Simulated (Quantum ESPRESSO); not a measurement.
## PdGa3IrAg2W (input and log of a self-consistent run)

Computed values, not a measurement. The program is pw.x of Quantum ESPRESSO 7.5 (plane-wave density functional theory). The cell is made up: eight metal atoms on a hexagonal close-packed lattice, with elements, volume, strain and displacements drawn at random and not relaxed, so it may be unstable or far from any real phase. PseudoDojo standard norm-conserving files set the functional (PBE unless stated); there is no spin polarisation or spin-orbit coupling, the Fermi-Dirac width of 0.25 eV means electrons at about 2900 K, and the masses in the input are unused placeholders. Heavy elements are run without spin-orbit coupling, which real alloys of them have. A spin test at this wide smearing found no moment, but such smearing suppresses magnetism that the real alloy may have.

Input:

```
&control calculation='scf', pseudo_dir='./dojo.nc.sr.pbe.v0_5.standard.upf', outdir='./o', disk_io='minimal', tprnfor=.true., tstress=.true. /
&system ibrav=0, nat=8, ntyp=5, nbnd=75, ecutwfc=82.02448710, nosym=.true., tot_charge=0,
 occupations='smearing', smearing='fd', degauss=0.0183746611
/
&electrons conv_thr=1.470e-08, electron_maxstep=70, mixing_beta=0.5 /
ATOMIC_SPECIES
Ag 1.0 Ag.upf
Ga 1.0 Ga.upf
Ir 1.0 Ir.upf
Pd 1.0 Pd.upf
W 1.0 W.upf
CELL_PARAMETERS angstrom
2.8922 0.0263 0.0298
0.0455 5.005 0.01
0.0949 0.0184 9.1973
ATOMIC_POSITIONS angstrom
Pd 0.008 0.0731 0.0006
Ga 0.0767 -0.0446 4.5535
Ir 0.0743 1.7086 2.3454
Ag 0.0752 1.629 6.9378
Ag 1.3959 2.4599 -0.0393
W 1.5116 2.479 4.5668
Ga 1.5416 4.2077 2.2995
Ga 1.5015 4.2008 6.9664
K_POINTS automatic
8 5 3 1 1 1
```

The log is shortened where brackets say so; the opening notice, blank lines, dates and the lines on written files are dropped, and the path of the files is cut. It prints rydbergs, bohrs and kilobars, and counts compression as positive stress. Its total energy is the free energy E - TS of the whole cell.

```
     Program PWSCF v.7.5
     Parallel version (MPI & OpenMP), running on       4 processor cores
     Number of MPI processes:                 4
     Threads/MPI process:                     1
     [start-up lines left out]
     bravais-lattice index     =            0
     lattice parameter (alat)  =       5.4660  a.u.
     unit-cell volume          =     898.2675 (a.u.)^3
     number of atoms/cell      =            8
     number of atomic types    =            5
     number of electrons       =       126.00
     number of Kohn-Sham states=           75
     kinetic-energy cutoff     =      82.0245  Ry
     charge density cutoff     =     328.0979  Ry
     scf convergence threshold =      1.5E-08
     mixing beta               =       0.5000
     number of iterations used =            8  plain     mixing
     Exchange-correlation= PBE
                           (   1   4   3   4   0   0   0)
     [axes and pseudopotential details left out]
   Cartesian axes
     site n.     atom                  positions (alat units)
         1        Pd     tau(   1) = (   0.0027658   0.0252725   0.0002074  )
         2        Ga     tau(   2) = (   0.0265171  -0.0154193   1.5742584  )
         3        Ir     tau(   3) = (   0.0256874   0.5907056   0.8108632  )
         4        Ag     tau(   4) = (   0.0259985   0.5631859   2.3985703  )
         5        Ag     tau(   5) = (   0.4825974   0.8504487  -0.0135870  )
         6        W      tau(   6) = (   0.5225978   0.8570521   1.5788565  )
         7        Ga     tau(   7) = (   0.5329695   1.4547067   0.7949944  )
         8        Ga     tau(   8) = (   0.5191060   1.4523212   2.4084580  )
     number of k points=    60  Fermi-Dirac smearing, width (Ry)=  0.0184
                       cart. coord. in units 2pi/alat
        k(    1) = (   0.0614540   0.0571298   0.0516669), wk =   0.0333333
        k(    2) = (   0.0636109   0.0575291  -0.1580172), wk =   0.0333333
     [further k points left out]
     Dense  grid:    90097 G-vectors     FFT dimensions: (  32,  60, 108)
     Estimated max dynamical RAM per process >     368.88 MB
     Estimated total dynamical RAM >       1.38 GB
     Initial potential from superposition of free atoms
     starting charge     125.9902, renormalised to     126.0000
     Starting wfcs are   76 randomized atomic wfcs
     total cpu time spent up to now is        8.0 secs
     per-process dynamical memory:   292.8 Mb
     Self-consistent Calculation
     iteration #  1     ecut=    82.02 Ry     beta= 0.50
     Davidson diagonalization with overlap
     ethr =  1.00E-02,  avg # of iterations =  5.0
     total cpu time spent up to now is       29.3 secs
     total energy              =   -1721.43082373 Ry
     estimated scf accuracy    <      15.35391890 Ry
     iteration #  2     ecut=    82.02 Ry     beta= 0.50
     Davidson diagonalization with overlap
     ethr =  1.00E-02,  avg # of iterations =  6.0
     total cpu time spent up to now is       54.8 secs
     total energy              =   -1716.85379943 Ry
     estimated scf accuracy    <     239.17823001 Ry
     iteration #  3     ecut=    82.02 Ry     beta= 0.50
     Davidson diagonalization with overlap
     ethr =  1.00E-02,  avg # of iterations =  5.3
     total cpu time spent up to now is       79.0 secs
     total energy              =   -1731.24930610 Ry
     estimated scf accuracy    <      13.43001011 Ry
     iteration #  4     ecut=    82.02 Ry     beta= 0.50
     Davidson diagonalization with overlap
     ethr =  1.00E-02,  avg # of iterations =  2.3
     total cpu time spent up to now is       95.3 secs
     total energy              =   -1731.54073538 Ry
     estimated scf accuracy    <      10.10000961 Ry
     iteration #  5     ecut=    82.02 Ry     beta= 0.50
     Davidson diagonalization with overlap
     ethr =  8.02E-03,  avg # of iterations =  1.2
     total cpu time spent up to now is      110.2 secs
     total energy              =   -1731.99963817 Ry
     estimated scf accuracy    <       3.06667664 Ry
     [iterations 6 to 11 left out]
     iteration # 12     ecut=    82.02 Ry     beta= 0.50
     Davidson diagonalization with overlap
     ethr =  1.07E-07,  avg # of iterations =  3.1
     total cpu time spent up to now is      234.3 secs
     total energy              =   -1731.93155022 Ry
     estimated scf accuracy    <       0.00040318 Ry
     iteration # 13     ecut=    82.02 Ry     beta= 0.50
     Davidson diagonalization with overlap
     ethr =  1.07E-07,  avg # of iterations =  2.0
     total cpu time spent up to now is      251.6 secs
     total energy              =   -1731.93160407 Ry
     estimated scf accuracy    <       0.00003583 Ry
     iteration # 14     ecut=    82.02 Ry     beta= 0.50
     Davidson diagonalization with overlap
     ethr =  2.84E-08,  avg # of iterations =  1.1
     total cpu time spent up to now is      266.9 secs
     total energy              =   -1731.93160657 Ry
     estimated scf accuracy    <       0.00000405 Ry
     iteration # 15     ecut=    82.02 Ry     beta= 0.50
     Davidson diagonalization with overlap
     ethr =  3.21E-09,  avg # of iterations =  2.1
     total cpu time spent up to now is      283.8 secs
     total energy              =   -1731.93160701 Ry
     estimated scf accuracy    <       0.00000091 Ry
     iteration # 16     ecut=    82.02 Ry     beta= 0.50
     Davidson diagonalization with overlap
     ethr =  7.22E-10,  avg # of iterations =  1.9
     total cpu time spent up to now is      299.5 secs
     End of self-consistent calculation
     [lines on levels left out]
!    total energy              =   -1731.93160709 Ry
     estimated scf accuracy    <       0.00000001 Ry
     smearing contrib. (-TS)   =      -0.06466909 Ry
     internal energy E=F+TS    =   -1731.86693801 Ry
     The total energy is F=E-TS. E is the sum of the following terms:
     one-electron contribution =    -604.14035063 Ry
     hartree contribution      =     392.04262396 Ry
     xc contribution           =    -337.35013869 Ry
     ewald contribution        =   -1182.41907265 Ry
     convergence has been achieved in  16 iterations
     Forces acting on atoms (cartesian axes, Ry/au):
     atom    1 type  4   force =    -0.00460921   -0.04458100    0.01210325
     atom    2 type  2   force =    -0.00163942    0.00138292    0.00331466
     atom    3 type  3   force =    -0.00265962   -0.01491931    0.04550409
     atom    4 type  1   force =    -0.00327330    0.00190538   -0.03159754
     atom    5 type  1   force =     0.00766940    0.02669636    0.02526063
     atom    6 type  5   force =     0.00191846    0.04089110   -0.03533400
     atom    7 type  2   force =     0.00024936    0.00146273   -0.03196497
     atom    8 type  2   force =     0.00234432   -0.01283817    0.01271388
     Total force =     0.105705     Total SCF correction =     0.000535
     Computing stress (Cartesian axis) and pressure
          total   stress  (Ry/bohr**3)                   (kbar)     P=      -54.21
  -0.00025689  -0.00000799  -0.00004962          -37.79       -1.17       -7.30
  -0.00000799  -0.00065428  -0.00003116           -1.17      -96.25       -4.58
  -0.00004962  -0.00003116  -0.00019436           -7.30       -4.58      -28.59
     init_run     :      7.17s CPU      7.40s WALL (       1 calls)
     electrons    :    286.41s CPU    291.60s WALL (       1 calls)
     forces       :      2.61s CPU      2.63s WALL (       1 calls)
     stress       :      9.25s CPU      9.25s WALL (       1 calls)
     [timing details left out]
     PWSCF        :   5m 6.00s CPU   5m11.51s WALL
     JOB DONE.
```

In other units: free energy -23564.130 eV for the cell, pressure -5.42 GPa, largest force component 1.170 eV/Å in size. The run took 313 s of wall time with four MPI processes on a shared machine (Intel Xeon, 2023 or later, virtual cores), so the time is rough. A rerun of this cell at a higher cutoff and on a denser mesh moved values by no more than 0.008 eV in energy, 0.10 GPa in stress and 0.013 eV/Å in force, and a second program with other atomic files agreed on that cell to 2 % rms in force and 0.5 GPa in pressure.